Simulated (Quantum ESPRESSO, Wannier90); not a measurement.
**Tight-binding from DFT: Ir (fcc (Cu type))**

```
Ir
1.0
    0.00000     1.92697     1.92697
    1.92697     0.00000     1.92697
    1.92697     1.92697     0.00000
Ir
1
Cartesian
  0.00000   0.00000   0.00000
```

Materials Project entry mp-101; symmetrised, unrelaxed at this level. This is the element's usual structure. Level: PBEsol, no spin polarisation, no spin-orbit coupling; pw.x of Quantum ESPRESSO at 55 Ry with PseudoDojo potentials, 12×12×12 k-points, Wannier90. Density: 18×18×18 mesh, cold smearing 0.01 Ry. Spin-orbit coupling is left out although heavy elements are present.

Energies are relative to the Fermi level.

**Bands.** No gap over 0.05 eV opens at the Fermi level at this level of theory. 2 filled groups are cut off by gaps; the highest, bands 2–4, spans -50.19 to -49.43 eV and is Ir 5p 99 %.

**Model.** 9 functions (Ir spd) from bands 5-21, frozen to 1.50 eV, reach Ω_I = 8.05 Å² and follow pw.x to 2.1 meV rms (states up to 1.0 eV relative to the Fermi level).

**Frozen window.** Edge, Ω_I and misfit go 1.5 eV, 8.05 Å², 2.1 meV; 2.5 eV, 8.06 Å², 2.2 meV; 3.5 eV, 8.08 Å², 2.0 meV; 5.5 eV, 8.12 Å², 1.8 meV. Ω_I never falls as the edge rises, since each frozen state takes freedom from the choice of the smoothest subspace.

**No window.** Without a frozen window Ω_I drops to 7.67 Å² while the misfit grows to 829 meV: a small spread is no proof of good bands.

**Outer window.** The setting "only the lowest 13 of the kept bands" raises Ω_I to 10.49 Å², as fewer states are left to mix in, and the misfit goes to 5.5 meV.

**Stops.** With the frozen window to 18.49 eV the program stops (More states in the frozen window than target WFs). With the outer window to 21.96 eV the program stops (Energy window contains fewer states than number of target WFs).
